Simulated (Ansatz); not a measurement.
The end of the path is a generated cell of GaPt: the first start was made by a random draw of sites in a space group, and the end was not matched to a known phase here, so it may be hypothetical.

A geometry of GaPt away from equilibrium: the start of the relaxation of a randomly generated symmetric cell of GaPt (space group No. 15). Calculation: PBEsol (plane waves to 420 eV, PAW, scalar-relativistic; Ansatz, a first-principles code). Γ-centred k-mesh 9×9×7 on the run's cell (coarser than for final values), Fermi–Dirac smearing 0.05 eV.

```xyz
4
Lattice="2.9085 -2.3714 0.0000 2.9085 2.3714 0.0000 -0.1828 0.0000 5.0354" Properties=species:S:1:pos:R:3 pbc="T T T"
Ga     2.8628    -2.2021     1.2588
Ga     2.7714     2.2021     3.7765
Pt     1.4542     1.1857     0.0000
Pt     1.3628    -1.1857     2.5177
```

Question: Which atoms carry the largest force, and which way does it point?

Answer: 1.05 eV/Å, on Ga1, Ga2 (atoms numbered as listed); on Ga1 its components are (0.00, -1.05, 0.00).

Question: What is the pressure?

Answer: +37.4 GPa, compression positive.

Question: How much energy per atom can still be gained by relaxing?

Answer: 1.18 eV/atom; the path ends in R-3m (No. 166) (AFLOW prototype AB_hR2_166_a_b (L1_1, as in CuPt)).

No spin polarisation in the result.

The run could not lose the symmetry of its start: the end is stationary, and may be a saddle point rather than a minimum.
